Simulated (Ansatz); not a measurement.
The start is a relaxed TiC cell, doubled along one cell vector, shaken by Gaussian noise of σ = 0.08 Å a coordinate. The structure is fully relaxed (lattice and positions, P = 0) with PBEsol (plane waves to 420 eV, PAW, scalar-relativistic; Ansatz, a program for electronic structure). The first steps use a coarse 8×8×3 k-mesh.

Starting cell:
```yaml
crystal:
  lattice:
    - [3.13242, 0.00000, 0.00000]
    - [-1.56621, 2.71275, 0.00000]
    - [0.00000, 0.00000, 9.29906]
  atoms:
    - { symbol: C, position: [0.98022, 0.01301, 0.00349] }
    - { symbol: C, position: [0.95693, 0.99874, 0.49902] }
    - { symbol: C, position: [0.97507, 0.02426, 0.23758] }
    - { symbol: C, position: [0.02328, 0.95195, 0.74976] }
    - { symbol: Ti, position: [0.33729, 0.71123, 0.12795] }
    - { symbol: Ti, position: [0.30452, 0.59653, 0.60617] }
    - { symbol: Ti, position: [0.65749, 0.36909, 0.38244] }
    - { symbol: Ti, position: [0.64412, 0.33137, 0.88134] }
```

Q: What pressure does the first self-consistent step give?

A: +7 GPa (positive: the cell is compressed).

Q: Which atoms feel the largest initial force, and how large is it?

A: About 5.9 eV/Å, on Ti6 (atoms numbered as listed).

Q: By how much does the energy per atom fall from start to end?

A: 0.17 eV/atom.

Q: Does it find its way back to the structure it was made from?

A: It returns to the parent structure, P6₃/mmc (No. 194).

Q: How do the shortest distances between atoms change?

A: The closest pairs of elements (up to four, under 3.6 Å), start → end: C–Ti 1.91 → 2.15 Å; C–C 2.18 → 2.32 Å; Ti–Ti 2.62 → 2.95 Å.

Q: Is the relaxed structure metallic? Give its gap.

A: No gap (metallic).

It ends as:

Space group P6₃/mmc (No. 194); a = b = 3.1324 Å, c = 4.6496 Å, α = β = 90.00°, γ = 120.00°

```json
[
 {"atom": "C", "site": "2a", "symmetry": "-3m.", "x": "0.0000", "y": "0.0000", "z": "0.0000"},
 {"atom": "Ti", "site": "2d", "symmetry": "-6m2", "x": "0.6667", "y": "0.3333", "z": "0.2500"}
]
```

Final values are on a 17×17×10 k-mesh of the relaxed cell. No spin polarisation in the result.

The relaxed structure here is a generated cell of TiC: the first start was made by a random draw of sites in a space group, and the end was not matched to a known phase here, so it may be hypothetical. Known forms of TiC include space group No. 225.
